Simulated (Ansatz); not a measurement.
Here is the system:

Ca (fcc, Cu type)

```
Ca
1.0
    0.00000     5.52644     5.52644
    2.76322     0.00000     2.76322
    2.76322     2.76322     0.00000
Ca
2
Cartesian
  0.00000   0.00000   0.00000
  2.76322   2.76322   5.52644
```

The atoms are displaced by Q × the pattern below (from a DFPT mode at L = (0.5, 0.0, 0.0), largest move 1; Q in Å), at fixed cell. (q is in reciprocal vectors of the primitive cell; the cell shown is doubled to hold the pattern.)

| atom | x | y | z |
|---|---|---|---|
| Ca1 | -0.577 | 0.577 | 0.577 |
| Ca2 | 0.577 | -0.577 | -0.577 |

Calculation: PBE (plane waves to 420 eV, PAW, scalar-relativistic; Ansatz, a program for electronic structure). k mesh 15×15×15 (Γ-centred), Fermi-Dirac smearing 0.05 eV. E stands for the smeared free energy. With partly filled bands, energies and forces of such displacements shift with the k mesh and the smearing. Ca was relaxed with its symmetry unable to fall. The PAW data are Ansatz's earlier set. The zero of ΔE is the undisplaced structure.

The scan covers Q from -0.180 to 0.180 Å in 13 points.

**Question.** Is this a single well or a double well?

**Answer.** A single well with its minimum at or next to zero displacement.

**Question.** Which space group does the distorted structure have?

**Answer.** R-3m (No. 166), lowered from Fm-3m.

**Question.** What is the energy change at Q = 0.180 Å?

**Answer.** 116 meV/cell.

**Question.** What harmonic wavenumber does the curvature at Q = 0 give?

**Answer.** 154 cm⁻¹.

(A displaced cell: forces are minus the slopes of the energy, force constants its curvatures, and phonons follow from these.)
